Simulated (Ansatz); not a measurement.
Si (diamond)

```xyz
2
Lattice="0.0000 2.7349 2.7349 2.7349 0.0000 2.7349 2.7349 2.7349 0.0000" Properties=species:S:1:pos:R:3 pbc="T T T"
Si     2.7349     2.7349     2.7349
Si     4.1024     4.1024     4.1024
```

This relaxed cell (volume V₀) is scaled evenly in all directions, its shape held. Symmetry pins the atoms to their sites.

Method: PBE (plane waves to 420 eV, PAW, scalar-relativistic; Ansatz, a quantum-chemistry and plane-wave program). k mesh 10×10×10 (Γ-centred), Fermi-Dirac smearing 0.05 eV. Energies are smeared free energies. Stress and pressure are positive under compression. Si was relaxed with its symmetry unable to fall. The PAW data are Ansatz's earlier set. ΔE is measured from the relaxed starting cell.

```csv
V (Å³/atom),ΔE (meV/atom)
17.184,196.6
18.002,withheld
18.820,42.0
19.639,9.8
20.457,0.0
21.275,8.5
22.094,31.7
22.912,66.7
23.730,111.1
```

Fit a third-order Birch-Murnaghan form (E₀, V₀, B₀, B₀′ free) to the given rows and predict ΔE at V = 18.002.

Least squares on the 8 given rows: ΔE = E₀ + (9V₀B₀/16)·y²·[2 + (B₀′ − 4)y], y = (V₀/V)^(2/3) − 1, with V₀ = 20.456 Å³/atom, B₀ = 88.39 GPa (160.2 GPa = 1 eV/Å³; the term in eV is multiplied by 1000), B₀′ = 4.31, E₀ = 0.10 meV/atom; root-mean-square residual 0.07 meV/atom. At 18.002 the fit gives 101.9 meV/atom; the calculation gives 102.2 meV/atom, so the interpolation is off by -0.3 (-0.3 %). For the pressure the fit gives 14.9 GPa against the computed 14.9 GPa.

(Under strain, the slope of the energy per volume gives the stress and its curvature an elastic modulus.)
